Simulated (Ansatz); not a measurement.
# Response of SnSe to small distortions

```
CELL_PARAMETERS angstrom
0.00000 3.01000 3.01000
3.01000 0.00000 3.01000
3.01000 3.01000 0.00000
ATOMIC_POSITIONS crystal
Sn 0.00000 0.00000 0.00000
Se 0.50000 0.50000 0.50000
```

Atom numbers follow the list: Sn1, Se2.

The conventional cell has a = 6.020 Å, b = 6.020 Å, c = 6.020 Å, α = 90.00°, β = 90.00°, γ = 90.00°. Around Sn (atom 1) lie 6 Se at 3.01 Å. Se (atom 2) has 6 Sn at 3.01 Å as nearest neighbours.

The cell comes from COD entry 9008725, which wasn't checked; take it as a given geometry.

No spin–orbit coupling, which matters for the heavy atoms here.

Level of theory: DFT, LDA, all-electron LAPW, scalar-relativistic (Ansatz 0.2.0).

The runs use a Γ-centred 9×9×9 k mesh, Fermi–Dirac smearing of 0.02 eV, basis error target 0.25 meV/atom, no spin polarisation.

The unchanged cell is at -3.25 GPa.

x, y and z are the Cartesian axes of the cell as listed; fractional coordinates follow a strain, and an engineering shear is twice the off-diagonal strain component.

(1) One change gave: energy change +4 meV/atom; stress change (xx, yy, zz, yz, xz, xy) 0.00, 0.00, 0.00, 0.58, 0.58, 0.58 GPa, compression positive. Which change was it?
A. equal xy, yz and zx engineering shear strains of -3 %
B. equal xy, yz and zx engineering shear strains of -1 %
C. equal xy, yz and zx engineering shear strains of +3 %
D. equal xy, yz and zx engineering shear strains of +1 %
E. equal xy, yz and zx engineering shear strains of +2 %
F. equal xy, yz and zx engineering shear strains of -2 %

Results:

(1) A. For equal xy, yz and zx engineering shear strains of -1 %: energy change under 1 meV/atom; stress change (xx, yy, zz, yz, xz, xy) 0.00, 0.00, 0.00, 0.20, 0.20, 0.20 GPa, compression positive. For equal xy, yz and zx engineering shear strains of +2 %: energy change +2 meV/atom; stress change (xx, yy, zz, yz, xz, xy) 0.00, 0.00, 0.00, -0.42, -0.42, -0.42 GPa, compression positive. For equal xy, yz and zx engineering shear strains of -2 %: energy change +2 meV/atom; stress change (xx, yy, zz, yz, xz, xy) 0.00, 0.00, 0.00, 0.39, 0.39, 0.39 GPa, compression positive. For equal xy, yz and zx engineering shear strains of +1 %: energy change under 1 meV/atom; stress change (xx, yy, zz, yz, xz, xy) 0.00, 0.00, 0.00, -0.21, -0.21, -0.21 GPa, compression positive. For equal xy, yz and zx engineering shear strains of +3 %: energy change +4 meV/atom; stress change (xx, yy, zz, yz, xz, xy) 0.00, 0.00, 0.00, -0.64, -0.64, -0.64 GPa, compression positive.
